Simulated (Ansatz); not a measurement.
NiO (rock salt)

```xyz
2
Lattice="0.0000 2.0953 2.0953 2.0953 0.0000 2.0953 2.0953 2.0953 0.0000" Properties=species:S:1:pos:R:3 pbc="T T T"
O      0.0000     0.0000     0.0000
Ni     2.0953     2.0953     2.0953
```

Scan: atom 1 (O, nearest neighbour Ni at 2.095 Å; its periodic images, 3.0 Å or more away, move with it) is displaced along Cartesian [110], direction (0.707, 0.707, 0.000) in Cartesian axes, by s. The other atoms stay.

The numbers are results of r2SCAN (plane waves to 500 eV, PAW, scalar-relativistic; Ansatz, a first-principles code), not measurements. k mesh 11×11×11 (Γ-centred), Fermi-Dirac smearing 0.05 eV. E stands for the smeared free energy. NiO is run spin-polarised and with no Hubbard U; the real compound is an antiferromagnetic insulator, a state that this run doesn't describe. NiO was relaxed with its symmetry unable to fall. Relaxed NiO ends ferromagnetic. The PAW data are Ansatz's earlier set. The magnetic order is the one the run started from; other orders were not tried. ΔE is measured from the undisplaced structure.

```csv
s (Å),ΔE (meV/cell)
-0.420,488
-0.336,279
-0.252,withheld
-0.168,55
-0.084,13
0.000,0
0.084,13
0.168,55
0.252,withheld
0.336,279
0.420,488
```

**Question.** Fit an even polynomial form (powers 2, 4) to the given rows and predict ΔE at s = 0.252.

**Answer.** Least squares on the 9 given rows: ΔE = (1901)·s² + (4925)·s⁴, in meV/cell with s in Å; root-mean-square residual 1.5 meV/cell. At 0.252 the fit gives 141 meV/cell; the calculation gives 139 meV/cell, so the interpolation is off by 2 (+1.4 %). The quadratic term alone would give 121 meV/cell.

(For displaced atoms, the force is minus the slope of the energy, and its curvature is a force constant, which sets phonon frequencies.)
